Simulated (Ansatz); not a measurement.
SrO:
```yaml
crystal:
  lattice:
    - [4.27006, 0.00000, 0.00000]
    - [-2.13503, 3.69798, 0.00000]
    - [0.00000, 0.00000, 5.14440]
  atoms:
    - { symbol: Sr, position: [0.33333, 0.66667, 0.75000] }
    - { symbol: Sr, position: [0.66667, 0.33333, 0.25000] }
    - { symbol: O, position: [0.33333, 0.66667, 0.25000] }
    - { symbol: O, position: [0.66667, 0.33333, 0.75000] }
```

Relaxed with r²SCAN. Special points in fractions of this cell's reciprocal vectors: Γ (0.000, 0.000, 0.000); M (0.500, 0.000, 0.000); K (0.333, 0.333, 0.000); A (0.000, 0.000, 0.500); L (0.500, 0.000, 0.500); H (0.333, 0.333, 0.500).

### Question
List the band energies nearest the valence-band maximum at these points for r²SCAN in the plane-wave PAW code Ansatz.

### Answer
In eV from the valence-band maximum; about four levels below and three above (degenerate sets whole), none deeper than 8.9 eV; points with the same levels are listed once.

```
k                    below                          above
-  -----------------------  -----------------------------
Γ   -0.86 -0.86 -0.29 0.00                 3.03 6.78 6.78
M  -0.34 -0.33 -0.31 -0.26                 4.66 5.29 5.67
K  -0.40 -0.32 -0.32 -0.06                 4.06 4.18 7.91
A  -1.06 -1.06 -1.06 -1.06  4.73 4.73 8.53 8.53 8.53 8.53
L  -0.88 -0.88 -0.41 -0.41            5.32 5.32 8.04 8.04
H  -0.82 -0.82 -0.37 -0.37            4.76 4.76 8.24 8.24
```

Space group P6_3/mmc. The workflow started from a Materials Project entry (that database holds measured and hypothetical structures alike); the Crystallography Open Database copy checked does not list it. It is not the phase usual at ambient conditions (space group No. 225). The cell was relaxed with r²SCAN under the symmetry of its start; phonons on a q-mesh show no instability. Scalar-relativistic: spin–orbit coupling is off unless named, which matters more the heavier the elements.

Potentials: the later of the program's two PAW sets.
